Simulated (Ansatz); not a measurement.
BP (zinc blende, space group No. 216), DFT-PBE in the program Ansatz with PAW potentials. The conduction-band minimum lies on the Γ–X line, 83 % of the way from Γ, with 6 equivalent valleys. Second derivatives d²E/dk² of the lowest band at one valley (eV·Å²), along Cartesian directions:

```json
[
 {"direction": "[100]", "d²E/dk²": "5.939"},
 {"direction": "[010]", "d²E/dk²": "33.61"},
 {"direction": "[001]", "d²E/dk²": "33.61"},
 {"direction": "[110]", "d²E/dk²": "19.78"},
 {"direction": "[101]", "d²E/dk²": "19.78"},
 {"direction": "[011]", "d²E/dk²": "33.53"}
]
```

Question: Find the principal effective masses, the density-of-states mass and the conductivity mass.

Answer: Off-diagonal terms follow from H_xy = H[110] − (H_xx + H_yy)/2, and m*/mₑ = 7.620 eV·Å² over each eigenvalue: 0.23, 0.23, 1.3. One valley's DOS mass (m₁m₂m₃)^(1/3) = 0.40, conductivity mass 3/(Σ 1/mᵢ) = 0.31 mₑ.

Question: What effective density of states Nc follows at 300 K for parabolic valleys?

Answer: Nc = 2.509e19 × 6 × (0.40)^(3/2) ≈ 3.8e19 cm⁻³.

Question: With the computed static dielectric constant 9.26 (mean of the diagonal), estimate a hydrogenic donor's binding energy and radius.

Answer: E = 13.606 eV × 0.31/9.26² ≈ 49 meV; a = 0.529 Å × ε/m* ≈ 16 Å. Semilocal masses tend to be too small where the gap is.

Question: With ε∞ = 9.16 and ω_LO = 804 cm⁻¹, what Fröhlich coupling constant follows?

Answer: α = (1/ε∞ − 1/ε0) √(m* × 13.606 eV/ħω_LO) = 0.0079.

Space group F-43m (zinc blende). The PBE relaxation kept the symmetry of its start; phonons on a q-mesh show no instability.

Potentials: the later of the program's two PAW sets.
